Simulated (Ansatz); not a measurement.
A relaxed cell of TiAl (P4/mmm (No. 123)), relaxed on a k-mesh at least as fine as the one used below. These are r2SCAN (plane waves to 500 eV, PAW, scalar-relativistic; Ansatz, an electronic-structure program) values and carry that method's errors. Γ-centred k-mesh 12×12×8 on the run's cell (coarser than for final values), Fermi–Dirac smearing 0.05 eV.

```yaml
crystal:
  lattice:
    - [2.81317, 0.00000, 0.00000]
    - [0.00000, 2.81317, 0.00000]
    - [0.00000, 0.00000, 4.05832]
  atoms:
    - { symbol: Al, position: [0.50000, 0.50000, 0.50000] }
    - { symbol: Ti, position: [0.00000, 0.00000, 0.00000] }
```

The atoms are displaced by (Å):

```csv
atom,ux,uy,uz
Al1,0.057,-0.054,0.027
Ti2,0.059,0.148,-0.183
```

What forces (eV/Å) and pressure result?


```
atom     Fx     Fy     Fz
----  -----  -----  -----
Al1    0.01   1.08  -1.49
Ti2   -0.01  -1.08   1.49
```

Pressure +3.2 GPa.

Estimate the energy cost of the displacement in the harmonic approximation and compare with the calculation.

For a harmonic well ΔE = −½ Σ F·u = 0.265 eV a cell, or 132 meV/atom. The calculated energy relative to the undisplaced cell is +0.13 eV/atom, so the harmonic estimate holds well.

No spin polarisation in the result.

The run that gave the undisplaced cell could not lose the symmetry of its start; a randomly shaken copy of 2 atoms returns to this structure.
